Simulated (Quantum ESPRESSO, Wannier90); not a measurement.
# Wannierisation of Te (P3₁21)

Structure: Materials Project mp-19, symmetrised, not relaxed again. COD (Crystallography Open Database) has the formula in 2 space groups, this one among them (matched by group alone). Level: PBEsol, spinors with spin-orbit coupling; pw.x of Quantum ESPRESSO at 64 Ry with PseudoDojo potentials, 6×6×4 k-points, Wannier90. Density: 12×12×6 mesh, Gaussian smearing 0.01 Ry. The cell is built of weakly bound layers, chains or molecules, whose nearest atoms lie 3.59 Å apart. Database cells relaxed without dispersion often hold them too far apart, which can enlarge gaps and weakens couplings between them; spacing and stacking were not compared with the measured crystal. With spin-orbit coupling a semilocal functional can close or falsely invert a small gap; the band order was not checked against a better method. The gap is small at this level and was sampled on the meshes and a path alone.

On the energy scale of pw.x, whose zero is arbitrary, the valence-band maximum lies at 8.18 eV.

Input w.win:

```
num_bands = 12
num_wann = 12
exclude_bands = 13-72
spinors = true
num_iter = 800
conv_tol = 1.0e-6
conv_window = 4
write_hr = true
write_u_matrices = true
auto_projections = true
begin unit_cell_cart
ang
    4.6013500036    0.0000000000    0.0000000000
   -2.3006750018    3.9848859948    0.0000000000
    0.0000000000    0.0000000000    5.9000600000
end unit_cell_cart
begin atoms_frac
Te   0.2567000000  0.0000000000  0.3333333333
Te  -0.0000000000  0.2567000000 -0.3333333333
Te  -0.2567000000 -0.2567000000  0.0000000000
end atoms_frac
mp_grid = 6 6 4
begin kpoints
0.0000000000 0.0000000000 0.0000000000
0.0000000000 0.0000000000 0.2500000000
0.0000000000 0.0000000000 0.5000000000
... (141 more lines: the 6x6x4 mesh through Gamma)
end kpoints
```

Input of pw2wannier90.x that gives the overlap and projection files (equivalent; here they were cut from one run over all bands):

```
&inputpp
  outdir = './out'
  prefix = 'pwscf'
  seedname = 'w'
  write_amn = .true.
  write_mmn = .true.
  scdm_proj = .true.
  scdm_entanglement = 'isolated'
/
```

Output w.wout (banner and timings cut):

```
                                    ------
                                    SYSTEM
                                    ------

                              Lattice Vectors (Ang)
                    a_1     4.601350   0.000000   0.000000
                    a_2    -2.300675   3.984886   0.000000
                    a_3     0.000000   0.000000   5.900060

                   Unit Cell Volume:     108.18265  (Ang^3)

                        Reciprocal-Space Vectors (Ang^-1)
                    b_1     1.365509   0.788377  -0.000000
                    b_2     0.000000   1.576754   0.000000
                    b_3     0.000000  -0.000000   1.064936

 *----------------------------------------------------------------------------*
 |   Site       Fractional Coordinate          Cartesian Coordinate (Ang)     |
 +----------------------------------------------------------------------------+
 | te   1   0.25670   0.00000   0.33333   |    1.18117   0.00000   1.96669    |
 | te   2   0.00000   0.25670  -0.33333   |   -0.59058   1.02292  -1.96669    |
 | te   3  -0.25670  -0.25670   0.00000   |   -0.59058  -1.02292   0.00000    |
 *----------------------------------------------------------------------------*
                                ------------
                                K-POINT GRID
                                ------------

             Grid size =  6 x  6 x  4      Total points =  144

 *---------------------------------- MAIN ------------------------------------*
 |  Number of Wannier Functions               :                12             |
 |  Number of Objective Wannier Functions     :                12             |
 |  Number of input Bloch states              :                12             |
 |  Output verbosity (1=low, 5=high)          :                 1             |
 |  Timing Level (1=low, 5=high)              :                 1             |
 |  Optimisation (0=memory, 3=speed)          :                 3             |
 |  Length Unit                               :               Ang             |
 |  Post-processing setup (write *.nnkp)      :                 F             |
 |  Using Gamma-only branch of algorithms     :                 F             |
 *----------------------------------------------------------------------------*
 *------------------------------- WANNIERISE ---------------------------------*
 |  Total number of iterations                :               800             |
 |  Number of CG steps before reset           :                 5             |
 |  Trial step length for line search         :             2.000             |
 |  Convergence tolerence                     :         0.100E-05             |
 |  Convergence window                        :                 4             |
 |  Iterations between writing output         :                 1             |
 |  Iterations between backing up to disk     :               100             |
 |  Write r^2_nm to file                      :                 F             |
 |  Write xyz WF centres to file              :                 F             |
 |  Write on-site energies <0n|H|0n> to file  :                 F             |
 |  Use guiding centre to control phases      :                 F             |
 |  Use phases for initial projections        :                 F             |
 *----------------------------------------------------------------------------*
 *-------------------------------- PLOTTING ----------------------------------*
 |  Plotting Hamiltonian in WF basis          :                 T             |
 *----------------------------------------------------------------------------*

 *---------------------------------- K-MESH ----------------------------------*
 +----------------------------------------------------------------------------+
 |                    Distance to Nearest-Neighbour Shells                    |
 |                    ------------------------------------                    |
 |          Shell             Distance (Ang^-1)          Multiplicity         |
 |          -----             -----------------          ------------         |
 |             1                   0.262792                      6            |
 |             2                   0.266234                      2            |
 |             3                   0.374086                     12            |
 |             4                   0.455170                      6            |
 |             5                   0.525585                      6            |
 |             6                   0.527314                     12            |
 |             7                   0.532468                      2            |
 |             8                   0.589169                     12            |
       ... (lines left out)
 +----------------------------------------------------------------------------+
 | The b-vectors are chosen automatically                                     |
 | The following shells are used:                       1,  2                 |
 +----------------------------------------------------------------------------+
 |                        Shell   # Nearest-Neighbours                        |
 |                        -----   --------------------                        |
 |                          1               6                                 |
 |                          2               2                                 |
 +----------------------------------------------------------------------------+
 | Completeness relation is fully satisfied [Eq. (B1), PRB 56, 12847 (1997)]  |
 +----------------------------------------------------------------------------+
 |                  b_k Vectors (Ang^-1) and Weights (Ang^2)                  |
 |                  ----------------------------------------                  |
 |            No.         b_k(x)      b_k(y)      b_k(z)        w_b           |
 |            ---        --------------------------------     --------        |
 |             1         0.000000    0.262792    0.000000     4.826733        |
 |             2         0.227585    0.131396    0.000000     4.826733        |
 |             3         0.000000   -0.262792    0.000000     4.826733        |
 |             4         0.227585   -0.131396    0.000000     4.826733        |
 |             5        -0.227585   -0.131396    0.000000     4.826733        |
 |             6        -0.227585    0.131396    0.000000     4.826733        |
 |             7         0.000000    0.000000    0.266234     7.054124        |
 |             8         0.000000    0.000000   -0.266234     7.054124        |
 +----------------------------------------------------------------------------+
 |                           b_k Directions (Ang^-1)                          |
 |                           -----------------------                          |
 |            No.           x           y           z                         |
 |            ---        --------------------------------                     |
 |             1         0.000000    0.262792    0.000000                     |
 |             2         0.227585    0.131396    0.000000                     |
 |             3         0.227585   -0.131396    0.000000                     |
 |             4         0.000000    0.000000    0.266234                     |
 +----------------------------------------------------------------------------+

 Starting a new Wannier90 calculation ...

 Reading overlaps from w.mmn

 Reading projections from w.amn

 *------------------------------- WANNIERISE ---------------------------------*
 +--------------------------------------------------------------------+<-- CONV
 | Iter  Delta Spread     RMS Gradient      Spread (Ang^2)            |<-- CONV
 +--------------------------------------------------------------------+<-- CONV

 ------------------------------------------------------------------------------
 Initial State
  WF centre and spread    1  ( -0.589459,  1.019844, -1.965461 )     0.33934894
  WF centre and spread    2  (  1.177882, -0.000597,  1.965395 )     0.33961866
  WF centre and spread    3  ( -0.589444, -1.019835, -0.001208 )     0.33942103
  WF centre and spread    4  ( -0.589029, -1.020694,  0.000739 )     0.33761628
  WF centre and spread    5  ( -0.589041,  1.020702, -1.967410 )     0.33755567
  WF centre and spread    6  (  1.178470,  0.000223,  1.967405 )     0.33757893
  WF centre and spread    7  ( -0.589488,  1.019661, -1.966194 )     0.33743445
  WF centre and spread    8  (  1.177772, -0.000697,  1.966168 )     0.33754185
  WF centre and spread    9  ( -0.589494, -1.019663, -0.000498 )     0.33741624
  WF centre and spread   10  ( -0.587902,  1.020391, -1.967756 )     0.33903971
  WF centre and spread   11  ( -0.587913, -1.020397,  0.001055 )     0.33898207
  WF centre and spread   12  (  1.177645,  0.001062,  1.967766 )     0.33899517
  Sum of centres and spreads ( -0.000000, -0.000000,  0.000001 )     4.06054900

      0     0.406E+01     0.0000000000        4.0605489948  <-- CONV
        O_D=      0.0000011 O_OD=      0.0076353 O_TOT=      4.0605490 <-- SPRD
 ------------------------------------------------------------------------------
      1    -0.537E-02     0.0383999808        4.0551777566  <-- CONV
        O_D=      0.0000729 O_OD=      0.0021923 O_TOT=      4.0551778 <-- SPRD
      2    -0.106E-02     0.0511528543        4.0541138608  <-- CONV
        O_D=      0.0000049 O_OD=      0.0011964 O_TOT=      4.0541139 <-- SPRD
      3    -0.824E-04     0.0135147956        4.0540314634  <-- CONV
        O_D=      0.0000008 O_OD=      0.0011181 O_TOT=      4.0540315 <-- SPRD
      4    -0.228E-04     0.0056359311        4.0540086290  <-- CONV
        O_D=      0.0000004 O_OD=      0.0010957 O_TOT=      4.0540086 <-- SPRD
      5    -0.138E-04     0.0041742150        4.0539948738  <-- CONV
        O_D=      0.0000002 O_OD=      0.0010821 O_TOT=      4.0539949 <-- SPRD
       ... (lines left out)
      9    -0.162E-06     0.0005004454        4.0539879329  <-- CONV
        O_D=      0.0000000 O_OD=      0.0010753 O_TOT=      4.0539879 <-- SPRD
     10    -0.727E-07     0.0003137213        4.0539878601  <-- CONV
        O_D=      0.0000000 O_OD=      0.0010753 O_TOT=      4.0539879 <-- SPRD
     11    -0.291E-07     0.0002114920        4.0539878310  <-- CONV
        O_D=      0.0000000 O_OD=      0.0010752 O_TOT=      4.0539878 <-- SPRD
             <<<     Delta < 1.000E-06  over  4 iterations     >>>
             <<< Wannierisation convergence criteria satisfied >>>
 Final State
  WF centre and spread    1  ( -0.589494,  1.019947, -1.965507 )     0.33882452
  WF centre and spread    2  (  1.178047, -0.000543,  1.965507 )     0.33882451
  WF centre and spread    3  ( -0.589494, -1.019947, -0.001180 )     0.33882455
  WF centre and spread    4  ( -0.589082, -1.020728,  0.000677 )     0.33733910
  WF centre and spread    5  ( -0.589082,  1.020728, -1.967364 )     0.33733910
  WF centre and spread    6  (  1.178517,  0.000204,  1.967364 )     0.33733908
  WF centre and spread    7  ( -0.589569,  1.019762, -1.966158 )     0.33678838
  WF centre and spread    8  (  1.177924, -0.000701,  1.966158 )     0.33678842
  WF centre and spread    9  ( -0.589569, -1.019762, -0.000528 )     0.33678837
  WF centre and spread   10  ( -0.587987,  1.020502, -1.967719 )     0.33837728
  WF centre and spread   11  ( -0.587987, -1.020502,  0.001032 )     0.33837725
  WF centre and spread   12  (  1.177774,  0.001039,  1.967719 )     0.33837727
  Sum of centres and spreads ( -0.000001, -0.000000,  0.000001 )     4.05398784

         Spreads (Ang^2)       Omega I      =     4.052912565
        ================       Omega D      =     0.000000025
                               Omega OD     =     0.001075241
    Final Spread (Ang^2)       Omega Total  =     4.053987831
```
